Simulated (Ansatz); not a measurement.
Cu Kα1 powder pattern (kinematic, no thermal factors).
| 2θ (°) | relative intensity |
| --- | --- |
| 16.81 | 25 |
| 23.79 | 3 |
| 29.27 | 100 |
| 33.89 | 27 |
| 38.06 | 42 |
| 41.92 | 52 |
| 48.69 | 28 |
| 48.77 | 10 |
| 51.87 | 6 |
| 52.02 | 9 |
| 57.83 | 31 |
| 57.97 | 4 |
| 63.55 | 10 |
| 66.16 | 28 |
| 71.32 | 9 |
| 71.56 | 1 |
| 73.89 | 2 |
| 74.01 | 13 |
| 76.63 | 3 |
| 78.90 | 6 |
| 79.01 | 3 |
| 81.35 | 5 |
| 81.59 | 10 |
| 83.82 | 9 |
| 86.31 | 7 |

The pattern is computed from a structure relaxed with Ansatz 0.2.0, DFT PBE, scalar-relativistic, plane waves, PAW. No spin polarisation. Its elements are Ge, O, Ta.

Q: Give the structure.

A: Ta$_{2}$GeO.
Space group P-4m2 (No. 115). a = 3.737 Å, b = 3.737 Å, c = 5.270 Å, α = 90.00°, β = 90.00°, γ = 90.00°
```csv
atom,site,symmetry,x,y,z
Ta,2g,2mm.,0.5000,0.0000,0.8525
Ge,1d,-4m2,0.0000,0.0000,0.5000
O,1b,-4m2,0.5000,0.5000,0.0000
```

A pattern alone doesn't exclude other cells with like lines; this is the one computed.

Another cell of Ta2GeO relaxed alike, in P4/nmm, lies 0.31 eV/atom lower, so this cell isn't the stable form at this level.

It was reached by relaxing an invented guess, and it needn't be the stable form of this composition.
